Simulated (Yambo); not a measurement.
Yambo run on KCdF$_{3}$ (cubic perovskite, space group Pm-3m, No. 221). The wavefunctions are norm-conserving PBEsol (Quantum ESPRESSO, 102 Ry, with spin-orbit coupling) ones on a 2×2×2 mesh (50 occupied bands); a = b = c = 4.3821 Å, α = β = γ = 90.00°.

Yambo input:

```
rim_cut
gw0
dyson
el_el_corr
HF_and_locXC
ppa
em1d
RandQpts= 1000000
RandGvec= 1 Ry
EXXRLvcs= 102 Ry
VXCRLvcs= 408 Ry
Chimod= "HARTREE"
% BndsRnXp
 9 | 174 |
%
NGsBlkXp= 7 Ry
% LongDrXp
 1.0 | 1.0 | 1.0 |
%
PPAPntXp= 27.2114 eV
% GbndRnge
 1 | 174 |
%
GTermKind= "BG"
DysSolver= "n"
ExtendOut
% QPkrange
 1 | 1 | 50 | 51 |
 4 | 4 | 50 | 50 |
%
```

k points by index: 1 = Γ, 4 = R.

Table of the .qp output:

```
#    K-point    Band    Eo [eV]    E [eV]    E-Eo [eV]    Vxc [eV]    Vnlxc [eV]    Sc|Eo [eV]    Sc|E [eV]    dSc/dw|Eo [eV]    Re(Z)    Im(Z)
#
    1    50    -1.759389    -3.800303    -2.040914    -21.86128    -29.53305    5.108279    5.630853    -6.966816    0.796159    -0.001446
    1    51    2.987296    4.529734    1.542438    -11.73233    -7.012250    -2.965309    -3.177639    -3.745704    0.879003    -0.744030E-3
    4    50    0.000000    -1.860496    -1.860496    -25.76617    -32.44703    4.410491    4.820362    -5.994342    0.819477    -0.001073
```
(The two width columns are left out.) Convergence of these settings isn't established.

Geometry of the Materials Project entry, not relaxed at this level.

The structure is a Materials Project entry; no match was found in the copy of COD used, and its stability was not checked.
